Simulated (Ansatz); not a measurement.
**Response of BaTiO₃ to small distortions**

```
Ba Ti O
1.0
     4.00730    0.00000    0.00000
     0.00000    4.00730    0.00000
     0.00000    0.00000    4.00730
Ba Ti O
1 1 3
Direct
  0.50000 0.50000 0.50000
  0.00000 0.00000 0.00000
  0.50000 0.00000 0.00000
  0.00000 0.50000 0.00000
  0.00000 0.00000 0.50000
```

Atom numbers follow the list: Ba1, Ti2, O3, O4, O5.

The geometry is COD entry 1507757, unchecked; take it as a test cell.

Spin–orbit coupling is left out, though it moves levels of the heavy atoms by tenths of an eV or more.

These are results of DFT, LDA, all-electron LAPW, scalar-relativistic (Ansatz 0.2.0), not measurements.

Settings: a Γ-centred 8×8×8 k mesh, Fermi–Dirac smearing of 0.05 eV, basis error target 1 meV/atom, no spin polarisation.

The unchanged cell is at -9.41 GPa.

x, y and z are the Cartesian axes of the cell as listed; fractional coordinates follow a strain, and an engineering shear is twice the off-diagonal strain component.

(1) One change gave: energy change +13 meV/atom; stress change (xx, yy, zz, yz, xz, xy) 0.24, 0.24, 0.24, 3.63, 3.63, 3.63 GPa, compression positive; gap on the k mesh 1.71 → 1.54 eV. Which change was it?
A. equal xy, yz and zx engineering shear strains of -2 %
B. equal xy, yz and zx engineering shear strains of -3 %
C. equal xy, yz and zx engineering shear strains of +1 %
D. equal xy, yz and zx engineering shear strains of +3 %
E. equal xy, yz and zx engineering shear strains of -1 %
F. equal xy, yz and zx engineering shear strains of +2 %

Answers

(1) B. For equal xy, yz and zx engineering shear strains of -1 %: energy change +1 meV/atom; stress change (xx, yy, zz, yz, xz, xy) 0.03, 0.03, 0.03, 1.20, 1.20, 1.20 GPa, compression positive; gap on the k mesh 1.71 → 1.66 eV. For equal xy, yz and zx engineering shear strains of +2 %: energy change +5 meV/atom; stress change (xx, yy, zz, yz, xz, xy) 0.11, 0.11, 0.11, -2.36, -2.36, -2.36 GPa, compression positive; gap on the k mesh 1.71 → 1.65 eV. For equal xy, yz and zx engineering shear strains of -2 %: energy change +6 meV/atom; stress change (xx, yy, zz, yz, xz, xy) 0.11, 0.11, 0.11, 2.41, 2.41, 2.41 GPa, compression positive; gap on the k mesh 1.71 → 1.60 eV. For equal xy, yz and zx engineering shear strains of +1 %: energy change +1 meV/atom; stress change (xx, yy, zz, yz, xz, xy) 0.03, 0.03, 0.03, -1.19, -1.19, -1.19 GPa, compression positive; gap on the k mesh 1.71 → 1.68 eV. For equal xy, yz and zx engineering shear strains of +3 %: energy change +12 meV/atom; stress change (xx, yy, zz, yz, xz, xy) 0.24, 0.24, 0.24, -3.53, -3.53, -3.53 GPa, compression positive; gap on the k mesh 1.71 → 1.61 eV.
